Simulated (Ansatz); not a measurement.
ZnSe:
```yaml
crystal:
  lattice:
    - [0.00000, 2.86651, 2.86651]
    - [2.86651, 0.00000, 2.86651]
    - [2.86651, 2.86651, 0.00000]
  atoms:
    - { symbol: Se, position: [0.75000, 0.75000, 0.75000] }
    - { symbol: Zn, position: [0.00000, 0.00000, 0.00000] }
```

Tensor components refer to the Cartesian frame of this cell.

Give the proper piezoelectric stress tensor with relaxed ions from the program Ansatz at the PBE level (PAW).

In C/m², rows x, y, z, Voigt columns; mesh uncertainty up to 0.01.
```
0.00  0.00  0.00  0.09  0.00  0.00
0.00  0.00  0.00  0.00  0.09  0.00
0.00  0.00  0.00  0.00  0.00  0.09
```

The elastic tensor of the same run (GPa):

```
79.7  45.1  45.1   0.0   0.0   0.0
45.1  79.7  45.1   0.0   0.0   0.0
45.1  45.1  79.7   0.0   0.0   0.0
 0.0   0.0   0.0  37.1   0.0   0.0
 0.0   0.0   0.0   0.0  37.1   0.0
 0.0   0.0   0.0   0.0   0.0  37.1
```

Convert to strain constants d = e·S.

In pC/N:
```
0.0  0.0  0.0  2.3  0.0  0.0
0.0  0.0  0.0  0.0  2.3  0.0
0.0  0.0  0.0  0.0  0.0  2.3
```

Space group F-43m (zinc blende). The cell was relaxed with PBE under the symmetry of its start; phonons on a q-mesh show no instability.

Potentials: the later of the program's two PAW sets.
